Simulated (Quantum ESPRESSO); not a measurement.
**Band energies of BN**

```
CELL_PARAMETERS angstrom
      2.51243     0.00000     0.00000
     -1.25621     2.17583     0.00000
      0.00000     0.00000     7.70726
ATOMIC_POSITIONS crystal
  B  0.33333 0.66667 0.25000
  B  0.66667 0.33333 0.75000
  N  0.33333 0.66667 0.75000
  N  0.66667 0.33333 0.25000
```

PBEsol (pw.x of Quantum ESPRESSO, ONCV potentials, scalar-relativistic); path ΓMKΓALHA,LM,KH; energies in eV from the valence-band maximum.

```csv
k (1/Å),point,band 4,band 5,band 6,band 7,band 8,band 9,band 10,band 11
0.00,Γ,-4.73,-1.33,-1.33,-1.32,-1.32,4.49,8.46,10.92
0.44,,-4.14,-3.04,-3.03,-2.10,-2.09,5.26,8.58,10.82
1.00,,-7.09,-3.65,-3.64,-2.78,-2.03,6.61,7.06,7.84
1.44,M,-8.86,-4.12,-4.11,-1.12,-0.70,4.42,5.11,9.39
1.56,,-8.83,-4.26,-4.24,-1.09,-0.67,4.44,5.11,9.56
2.04,,-8.23,-6.40,-6.38,-0.38,-0.13,4.64,4.88,11.62
2.28,K,-7.88,-7.13,-7.13,-0.01,-0.01,4.66,4.66,11.07
2.59,,-7.83,-6.29,-6.28,-0.89,-0.44,5.17,5.30,10.79
3.11,,-5.49,-3.91,-3.89,-3.60,-2.76,7.04,7.84,8.46
3.63,,-4.43,-2.21,-2.21,-1.77,-1.76,4.89,8.55,11.13
3.94,Γ,-4.73,-1.33,-1.33,-1.32,-1.32,4.49,8.46,10.92
4.08,,-4.80,-1.32,-1.32,-1.32,-1.32,4.69,8.01,11.20
4.35,A,-5.26,-1.32,-1.32,-1.32,-1.32,6.11,6.11,11.58
4.64,,-5.00,-2.11,-2.11,-1.68,-1.68,6.39,6.39,11.36
5.12,,-5.44,-3.49,-3.49,-3.08,-3.08,7.45,7.45,9.56
5.60,,-8.48,-4.02,-4.02,-1.29,-1.29,5.20,5.20,9.68
5.80,L,-8.87,-4.12,-4.12,-0.91,-0.91,4.70,4.70,9.73
6.00,,-8.79,-4.51,-4.51,-0.81,-0.81,4.73,4.73,10.28
6.53,,-7.99,-6.96,-6.96,-0.06,-0.06,4.64,4.64,11.99
6.63,H,-7.90,-7.13,-7.13,0.00,0.00,4.61,4.61,11.94
7.00,,-7.72,-6.05,-6.05,-0.91,-0.91,5.43,5.43,11.44
7.46,,-5.49,-3.90,-3.90,-3.20,-3.20,7.54,7.54,9.69
7.83,,-4.60,-3.07,-3.07,-2.26,-2.26,6.80,6.80,11.20
8.30,A,-5.26,-1.32,-1.32,-1.32,-1.32,6.11,6.11,11.58
8.30,L,-8.87,-4.12,-4.12,-0.91,-0.91,4.70,4.70,9.73
8.70,M,-8.86,-4.12,-4.11,-1.12,-0.70,4.42,5.11,9.39
8.70,K,-7.88,-7.13,-7.13,-0.01,-0.01,4.66,4.66,11.07
9.11,H,-7.90,-7.13,-7.13,0.00,0.00,4.61,4.61,11.94
```

The PBEsol gap is indirect, 4.42 eV, from H to M; the smallest direct gap is 4.61 eV. Another valence extremum on the path lies within 0.02 eV, too close to call.

Geometry of the Materials Project entry, not relaxed at this level.

The distance between layers or molecules is the database entry's, not relaxed here. Functionals without dispersion can leave it too large, which widens gaps and weakens the response across layers: the numbers belong to this cell.
